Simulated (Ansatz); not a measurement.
Start of a relaxation of Ge3Cl:

```xyz
4
Lattice="0.0000 3.7761 3.7761 3.7761 0.0000 3.7761 3.7761 3.7761 0.0000" Properties=species:S:1:pos:R:3 pbc="T T T"
Ge    3.7761    3.7761    3.7761
Ge    1.8881    1.8881    1.8881
Ge    5.6642    5.6642    5.6642
Cl    0.0000    0.0000    0.0000
```

All numbers below come from DFT PBE, scalar-relativistic, plane waves, PAW in Ansatz. Cutoff 420 eV, Gaussian smearing, Γ-centred meshes. Cell and atoms relax first on a coarse mesh and then on a finer one. In between, the cell is made exact in the group found at 0.06 Å. In metals the finer mesh still leaves noise of several meV/atom or more. The steps can't lower the symmetry of their start. No spin polarisation.

A guess keeps its type if space group and coordination stay and the shape of the cell changes little (axis ratios within about 15 %, angles within 6°); the volume may change.

**Question.** Will the relaxed cell still be of the starting type?

**Answer.** It keeps its type: symmetry leaves only the cell edge free. The symmetry stays Fm-3m (No. 225). The end has the BiF3 (D0_3) type. The volume per atom shrinks by 26.6 %, from 26.9 to 19.8 Å³. The shortest distance goes from 3.27 Å (Ge–Cl and Ge–Ge) to 2.95 Å (Ge–Cl and Ge–Ge). Counting neighbours within 15 % of an atom's shortest distance, the start has Cl 8, Ge 8 and the end Cl 8, Ge 8.

Formation energies are uncorrected and refer to the elements' standard structures at the same level (Cl₂ as a molecule).

**Question.** At what energy does it end?

**Answer.** +0.20 eV/atom. A positive value: parting into the elements would lower its energy.

The last run used a 12×12×12 mesh for its 4-atom cell and Gaussian smearing of 0.10 eV. An odd number of electrons in the primitive cell allows no gap without spin; a larger cell or a magnetic state could open one. Symmetry constrained the relaxation, so the result can be a saddle point. Another cell of Ge3Cl relaxed alike, in P6_3/mmc, lies 75 meV/atom lower, so this cell isn't the stable form at this level.
